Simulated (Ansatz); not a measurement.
Ge (diamond, space group No. 227) at seven volumes, DFT-r²SCAN+D4 in the program Ansatz with PAW potentials, scaled uniformly. One row is withheld.

```tsv
V (Å³/atom)	P (GPa)
20.577	8.65
21.255	?
21.934	2.41
22.612	0.00
23.290	-2.02
23.969	-3.62
24.647	-5.04
```

Task: Fit the shown pressures and predict the withheld one.

Result: P = (3/2)B₀(x^(7/2) − x^(5/2))[1 + (3/4)(B′ − 4)(x − 1)] with x = (V₀/V)^(2/3). Least squares on the six rows gives V₀ = 22.614 Å³/atom, B₀ = 72.5 GPa, B′ = 4.98. At V = 21.255, x = 1.0422 and P = 5.24 GPa. The run itself gave 5.26 GPa.

Space group Fd-3m (diamond). The cell was relaxed with r²SCAN+D4 under the symmetry of its start.

Potentials: the later of the program's two PAW sets.
